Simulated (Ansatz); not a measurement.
**Pd (Fm-3m): electronic heat capacity and spin susceptibility from the density of states**

Level of theory: DFT r2SCAN, scalar-relativistic, plane waves, PAW in Ansatz 0.2.0.

Cutoff 500 eV; k points 18×18×18 on the computed 1-atom cell (Γ-centred); Gaussian smearing, width 0.10 eV; no spin polarisation.

Relaxed cell: Fm-3m, a = 3.907 Å, b = 3.907 Å, c = 3.907 Å, α = 90.00°, β = 90.00°, γ = 90.00°, 1 atom in the primitive cell.

The density of states at the Fermi level is 2.163 states/eV in the cell of 1 atom (1 formula unit; both spins, tetrahedra on a 27×27×27 mesh). Averaged over bins of 0.1 eV the density runs from 1.1 to 3.0 states/eV within 0.2 eV of the Fermi level, so the figure hangs on the exact place of that level.

Task: What Sommerfeld coefficient and Pauli susceptibility does this give?

Result: Per formula unit N(E_F) = 2.163 states/eV. γ = (π²/3) k_B² N(E_F) N_A = 2.357 mJ/(mol K²) per state/eV, so γ = 5.1 mJ/(mol K²), a mole of formula units. χ_P = μ_B² N(E_F) N_A = 3.23×10⁻⁵ emu/mol per state/eV gives 7.0×10⁻⁵ emu/mol. This is the bare band result: a measured γ of the same phase is as a rule larger by a factor 1 + λ from phonons and spin fluctuations, the spin part of χ is larger by the Stoner factor, and a measured χ also holds orbital and core terms. N(E_F) at one energy is sensitive to the mesh where the density of states has sharp peaks.

Cost: 1 run of about 0.27 core-minutes, on Arm Neoverse V2 (shared hosts).